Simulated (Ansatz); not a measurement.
AgI:
```
CELL_PARAMETERS angstrom
     -2.13268     2.13268     3.01499
      2.13268    -2.13268     3.01499
      2.13268     2.13268    -3.01499
ATOMIC_POSITIONS crystal
  Ag 0.00000 0.00000 0.00000
  I  0.50000 0.50000 0.00000
```

Relaxed with PBE+D3(BJ). Special points in fractions of this cell's reciprocal vectors: Γ (0.000, 0.000, 0.000); X (0.000, 0.000, 0.500); P (0.250, 0.250, 0.250); N (0.000, 0.500, 0.000); M (0.500, 0.500, -0.500); S (0.375, 0.625, -0.375); S0 (-0.375, 0.375, 0.375); R (-0.250, 0.250, 0.500); G (0.500, 0.500, -0.250).

Task: List the band energies nearest the valence-band maximum at these points for the program Ansatz at the PBE+D3(BJ) with spin–orbit coupling level (PAW).

Result: In eV from the valence-band maximum; about four levels below and three above (degenerate sets whole), none deeper than 8.9 eV; points with the same levels are listed once.

```csv
k,below,above
Γ,-1.34 -1.34 -1.34 -1.34,0.82 0.82 7.89 7.89 7.89 7.89
X,-2.91 -2.91 -2.58 -2.58,0.31 0.31 5.25 5.25
P,-2.77 -2.77 -2.32 -2.32,2.90 2.90 5.70 5.70
N,-0.49 -0.49 0.00 0.00,3.00 3.00 4.92 4.92
S,-2.72 -2.72 -1.64 -1.64,1.79 1.79 5.76 5.76
```

Space group Fm-3m (rock salt). This is a known high-pressure phase of the composition, computed here at zero pressure and temperature. Symmetry was held in the PBE+D3(BJ) relaxation; its stability against distortions is not shown here. No spin polarisation was allowed. Point labels and valley counts follow the cell and symmetry of the run, lower than the named group.

Potentials: the later of the program's two PAW sets.
